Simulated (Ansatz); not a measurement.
Relaxed-ion elastic tensor of Rh (fcc (Cu type), Fm-3m) in GPa (Voigt order), DFT-PBEsol in the program Ansatz with PAW potentials; density 12.65 g/cm³, 13.50 Å³ per atom.

```
468  209  209  0.0  0.0  0.0
209  468  209  0.0  0.0  0.0
209  209  468  0.0  0.0  0.0
0.0  0.0  0.0  210  0.0  0.0
0.0  0.0  0.0  0.0  210  0.0
0.0  0.0  0.0  0.0  0.0  210
```

Problem. Is the crystal mechanically stable?

Solution. Yes: the smallest eigenvalue of C is 210 GPa.

Problem. Work out the Voigt, Reuss and Hill averages.

Solution. K_V = 295, K_R = 295, K_H = 295; G_V = 178, G_R = 168, G_H = 173 GPa.

Problem. Give Young's modulus, Poisson's ratio, Pugh's ratio and the universal anisotropy index.

Solution. E = 9KG/(3K + G) = 434 GPa; ν = 0.25; K/G = 1.71 (near the Pugh limit of 1.75, no verdict); A_U = 5G_V/G_R + K_V/K_R − 6 = 0.28.

Problem. Estimate the sound speeds and the Debye temperature.

Solution. v_l = √((K + 4G/3)/ρ) = 6450 m/s, v_t = √(G/ρ) = 3700 m/s, mean 4110 m/s; Θ = (h/k)(3n/4πV)^(1/3) v_m = 514 K.

Problem. Give the Zener ratio and Young's modulus along [100], [110] and [111].

Solution. A = 2C44/(C11 − C12) = 1.62; 1/E = S11 − 2(S11 − S12 − S44/2)Γ with Γ = 0, 1/4, 1/3 gives 339, 453, 509 GPa.

Problem. Solve the Christoffel equation for the three sound speeds along [100], [110], [111].

Solution. Eigenvalues of C_ijkl n_j n_l equal ρv². In km/s, slowest first: [100] 4.07, 4.07, 6.08; [110] 3.20, 4.07, 6.58; [111] 3.52, 3.52, 6.74.

The cell was relaxed with PBEsol under the symmetry of its start. No spin polarisation was allowed. As this level gives no gap, shear constants depend on the k-mesh and smearing (Fermi–Dirac, 0.1 eV here). On the denser mesh and wider smearing of the elastic run this cell carries a stress of 0.4 GPa.

Potentials: the earlier of the program's two PAW sets. The files were generated under PBE; for other functionals the program regenerates the frozen cores, and for LDA and PBEsol the local potential too.
